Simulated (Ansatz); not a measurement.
# Property card for MoPt₂

MoPt₂:
```yaml
crystal:
  lattice:
    - [-1.36424, 1.95545, 4.10801]
    - [1.36424, -1.95545, 4.10801]
    - [1.36424, 1.95545, -4.10801]
  atoms:
    - { symbol: Mo, position: [0.00000, 0.00000, 0.00000] }
    - { symbol: Pt, position: [0.66340, 0.66340, 0.00000] }
    - { symbol: Pt, position: [0.33660, 0.33660, 0.00000] }
```

Space group Immm (No. 71); conventional cell a = 2.7285 Å, b = 3.9109 Å, c = 8.2160 Å, α = β = γ = 90.00°.

Method: LDA in the plane-wave PAW code Ansatz. Structure relaxed to zero pressure with the same functional. Other levels are named where they apply.

Cell and energy:

```json
{
 "volume_per_atom": "14.61 Å³",
 "density": "18.41 g/cm³",
 "Formation energy from the elements (no fitted shifts)": "-40 kJ/mol-atom"
}
```

Electronic structure:

```json
{
  "electronic_character": "metallic (no gap)",
  "Density of states at the Fermi level": "0.60 states/eV per atom (mean over ±0.08 eV)"
}
```

Mechanics:

```json
{
  "Bulk modulus (Birch–Murnaghan fit)": "321 GPa",
  "Pressure derivative B′": "5.0"
}
```

Phonons:

```json
{
 "highest_zone_centre_frequency": "190 cm⁻¹",
 "zone_centre_stability": "no imaginary mode at Γ"
}
```

The first step of the workflow began from a Materials Project structure, measured or hypothetical; the Crystallography Open Database files this formula in space group No. 71, but the cells were not matched. Whether it is the stable phase at ambient conditions was not checked. The cell was relaxed with LDA under the symmetry of its start. The run is not spin-polarised. As this level gives no gap, phonon frequencies hold no LO–TO term and depend on the k-mesh and smearing (Fermi–Dirac, 0.1 eV here). Axis ratios of metals converge slowly with the k-mesh, so a and c are less sure than the volume. The references are the lowest solids computed at this level, not always the standard phases. Scalar-relativistic: spin–orbit coupling is off unless named, which matters more the heavier the elements.

Potentials: the later of the program's two PAW sets.
